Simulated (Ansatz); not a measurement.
The start is a relaxed Fe cell, doubled along one cell vector, shaken by Gaussian noise of σ = 0.08 Å a coordinate. Cell shape, volume and atoms are optimised at zero target pressure with PBE (plane waves to 420 eV, PAW, scalar-relativistic; Ansatz, a program for electronic structure). The first steps use a coarse 16×16×8 k-mesh.

Starting cell:
```
Fe
1.0
   -1.41580     1.41580     1.41580
    1.41580    -1.41580     1.41580
    2.83160     2.83160    -2.83160
Fe
2
Direct
  0.02419   0.95632   0.99485
  0.02342   0.05375   0.52047
```
Spin-polarised start, with parallel moments on Fe.

```yaml
initial_pressure: "+2.6 GPa (positive: the cell is compressed)"
largest_initial_force: 1.31 eV/Å, on Fe1, Fe2 (atoms numbered as listed)
relative_to_the_parent: It relaxes back to the parent, Im-3m (No. 229)
Shortest distances (start → end): "The closest pairs of elements (up to four, under 3.6 Å), start → end: Fe–Fe 2.34 → 2.45 Å"
moments_at_the_end: net 2.17 μB/atom, ferromagnetic
optimiser_moves: 7
```

Final values are on a 23×23×23 k-mesh of the relaxed cell. Spin state reached: ferromagnetic (net 2.17 μB/atom), from parallel starting moments; other spin orders were not run from this start.

The run could not lose the symmetry of its start.
